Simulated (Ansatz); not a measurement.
Relaxed ScAl3 (Cu3Au type):

```yaml
crystal:
  lattice:
    - [4.08581, 0.00000, 0.00000]
    - [0.00000, 4.08581, 0.00000]
    - [0.00000, 0.00000, 4.08581]
  atoms:
    - { symbol: Al, position: [0.00000, 0.50000, 0.50000] }
    - { symbol: Al, position: [0.50000, 0.50000, 0.00000] }
    - { symbol: Al, position: [0.50000, 0.00000, 0.50000] }
    - { symbol: Sc, position: [0.00000, 0.00000, 0.00000] }
```

In each cell atom 3 (Al, nearest neighbour Al at 2.889 Å; its periodic images, 4.1 Å or more away, move with it) moves by s·(0.707, 0.707, 0.000) (along Cartesian [110]), the rest being held.

Computed with r2SCAN (plane waves to 500 eV, PAW, scalar-relativistic; Ansatz, an electronic-structure program). k mesh 9×9×9 (Γ-centred), Fermi-Dirac smearing 0.05 eV. With partly filled bands, energies and forces of such displacements shift with the k mesh and the smearing. F∥ is the force on the atom along that direction. ScAl3 is run without spin polarisation. ScAl3 was relaxed with its symmetry unable to fall. 

```tsv
s (Å)	F∥ (eV/Å)
-0.870	9.758
-0.696	6.216
-0.522	3.885
-0.348	2.270
-0.174	1.051
0.000	0.000
0.174	-1.051
0.348	-2.270
0.522	-3.885
0.696	-6.216
0.870	-9.758
```

Task: What is the force constant k = d²E/ds² of this move at s = 0?

Result: 5.88 eV/Å². The forces along the line at the two nearest points give (1.051 − (-1.051)) / (2·0.174) = 6.04 eV/Å²; the next pair corrects for the finite step.

(A displaced cell: forces are minus the slopes of the energy, force constants its curvatures, and phonons follow from these.)
